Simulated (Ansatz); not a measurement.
Structure: an ordered 8-atom cell of B4As3N on the zincblende lattice (Cm), at its r2SCAN minimum. The symmetry is Cm (No. 8, monoclinic); conventional cell a = 10.526 Å, b = 3.223 Å, c = 5.556 Å, β = 100.0°, 11.60 Å³ an atom. N is surrounded by 4 B at 1.59–1.87 Å; As is surrounded by 4 B at 2.03–2.18 Å; As is surrounded by 4 B at 1.98–2.09 Å; As is surrounded by 4 B at 1.99–2.05 Å; B is surrounded by 2 N at 1.87 Å and 2 As at 2.05–2.18 Å; B is surrounded by 1 N at 1.62 Å and 3 As at 2.08–2.09 Å; B is surrounded by 1 N at 1.59 Å and 3 As at 2.03–2.04 Å; B is surrounded by 4 As at 1.98–2.03 Å.

```cif
data_structure
_symmetry_space_group_name_H-M 'Cm'
_symmetry_Int_Tables_number 8
_cell_length_a 10.5263
_cell_length_b 3.2226
_cell_length_c 5.5562
_cell_angle_alpha 90.000
_cell_angle_beta 99.953
_cell_angle_gamma 90.000
_cell_volume 185.64
loop_
_atom_site_label
_atom_site_type_symbol
_atom_site_symmetry_multiplicity
_atom_site_Wyckoff_symbol
_atom_site_fract_x
_atom_site_fract_y
_atom_site_fract_z
_atom_site_occupancy
N1 N 2 a 0.49760 0.50000 0.98887 1
As1 As 2 a 0.49717 0.00000 0.50545 1
As2 As 2 a 0.25554 0.00000 0.76477 1
As3 As 2 a 0.24810 0.50000 0.23267 1
B1 B 2 a 0.05096 0.50000 0.14437 1
B2 B 2 a 0.05461 0.00000 0.73672 1
B3 B 2 a 0.34423 0.50000 0.94306 1
B4 B 2 a 0.30179 0.00000 0.43409 1
```

3 runs of Ansatz on this cell differ in the functional (and in the settings that go with it). Levels are in eV from each run's valence top; v1 is the last filled band, c1 the first empty one.

Run A, mean stress +2.2 GPa (compression positive):
```
point     v5     v3     v1    c1    c2    c3
    Γ  -3.25  -1.32   0.00  0.45  2.51  2.82
    C  -5.68  -4.18  -2.64  1.98  2.59  3.22
   Y₂  -2.99  -1.10  -0.88  0.04  1.55  1.90
   M₂  -3.56  -3.10  -0.83  0.80  2.35  3.04
    D  -4.36  -3.45  -2.37  1.08  1.24  2.55
    A  -3.26  -2.15  -1.54  1.10  2.75  3.07
```

Run B, mean stress 0.0 GPa (compression positive):
```
point     v5     v3     v1    c1    c2    c3
    Γ  -3.43  -1.39   0.00  0.60  2.76  3.13
    C  -5.97  -4.39  -2.80  2.20  2.86  3.52
   Y₂  -3.17  -1.17  -0.93  0.18  1.76  2.17
   M₂  -3.76  -3.28  -0.87  1.01  2.57  3.33
    D  -4.61  -3.64  -2.51  1.32  1.43  2.79
    A  -3.44  -2.28  -1.63  1.32  2.99  3.35
```

Run C, mean stress -1.8 GPa (compression positive):
```
point     v5     v3     v1    c1    c2    c3
    Γ  -3.57  -1.45   0.00  1.23  3.26  3.70
    C  -6.22  -4.57  -2.88  2.72  3.39  4.08
   Y₂  -3.28  -1.19  -0.94  0.73  2.23  2.68
   M₂  -3.86  -3.39  -0.89  1.58  3.11  3.89
    D  -4.75  -3.74  -2.58  1.82  1.93  3.31
    A  -3.61  -2.34  -1.65  1.90  3.53  3.90
```

Task: Match the runs to PBE, r2SCAN, HSE06.

Result: A is PBE, B is r2SCAN, C is HSE06. In order of the gap: PBE 0.04, r2SCAN 0.18, HSE06 0.73 eV. The stress vanishes for r2SCAN, which relaxed the cell.

Note: simulated data, non-magnetic, for a generated structure that need not be the stable one.

Spin-orbit coupling is left out.

The stress of a hybrid is loosely converged in these runs.

Gaps or overlaps of about a tenth of an eV are at the limit of these meshes: between the points read a gap can be smaller or closed.

The meshes of the hybrids are coarse, so their gaps aren't converged to the digits shown.
